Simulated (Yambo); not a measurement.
BSE-type run in Yambo on RbCaH₃ (cubic perovskite, space group Pm-3m, No. 221), at zero momentum.

Quantum ESPRESSO step (PBEsol, PseudoDojo standard norm-conserving files, scalar-relativistic):
```
&CONTROL
  calculation = 'nscf'
  pseudo_dir = './pseudo'
  outdir = './out'
/
&SYSTEM
  ibrav = 0
  nat = 5
  ntyp = 3
  ecutwfc = 72.0
  ecutrho = 288.0
  occupations = 'fixed'
  force_symmorphic = .true.
  nbnd = 49
/
&ELECTRONS
  conv_thr = 5e-09
  diago_full_acc = .true.
  diago_thr_init = 1e-08
/
ATOMIC_SPECIES
H 1.0080 H.upf
Ca 40.0780 Ca.upf
Rb 85.4678 Rb.upf
CELL_PARAMETERS angstrom
  4.520970000000   0.000000000000   0.000000000000
  0.000000000000   4.520970000000   0.000000000000
  0.000000000000   0.000000000000   4.520970000000
ATOMIC_POSITIONS crystal
H   0.500000000000   0.000000000000   0.500000000000
H   0.000000000000   0.500000000000   0.500000000000
H   0.500000000000   0.500000000000   0.000000000000
Ca   0.500000000000   0.500000000000   0.500000000000
Rb   0.000000000000   0.000000000000   0.000000000000
K_POINTS automatic
8 8 8 0 0 0
```

Yambo input:
```
rim_cut
optics
bse
bss
dipoles
em1s
RandQpts= 1000000
RandGvec= 1 Ry
FFTGvecs= 40 Ry
Chimod= "HARTREE"
BSKmod= "SEX"
BSEmod= "resonant"
BSSmod= "hs"
BSENGexx= 15 Ry
BSENGBlk= 3 Ry
% KfnQP_E
 2.645 | 1.0 | 1.0 |
%
% BSEQptR
 1 | 1 |
%
% BSEBands
 9 | 14 |
%
% BEnRange
 0.0 | 10.7 | eV
%
% BDmRange
 0.15 | 0.15 | eV
%
BEnSteps= 214
% BLongDir
 1.0 | 0.0 | 0.0 |
%
BSHayTrs= -0.02
BSSNEig= 24
WRbsWF
% BndsRnXs
 1 | 45 |
%
NGsBlkXs= 3 Ry
% LongDrXs
 1.0 | 1.0 | 1.0 |
%
```

From the report:

The dimension is k points × valence × conduction bands = 512 × 3 × 3 = 4608.
```
   [SLEPC] Approach                          : Krylov-Schur
   [SLEPC] Number of requested eigenvalues   :  24
   [SLEPC] Number of eigenvalues        [NEV]:  24
    [K] Dimension                                    :   4608
    [K] Bands                                        :   9  14
    [K] Exchange res                                 : yes
    [K] Correlation res                              : yes
    [K] W interaction is bare                        : no
    [K] RL vectors exchange                          :   691
    [K] RL vectors correlation                       :   81
    [W] Matrix size                                  :   81
    [W] Bands                                        :    1   45
    [W] Coulomb Cutoff                               : none
    [W] Hxc Kernel                                   : HARTREE
```
Lowest eigenvalues (eV; in brackets the number of states within 2 meV): 5.10 (3), 5.19 (3), 5.47 (3), 5.49 (3), 5.56 (3), 5.57 (3). They depend on the mesh, which isn't converged, and on the G0W0 scissor.

Geometry of the Materials Project entry, not relaxed at this level.
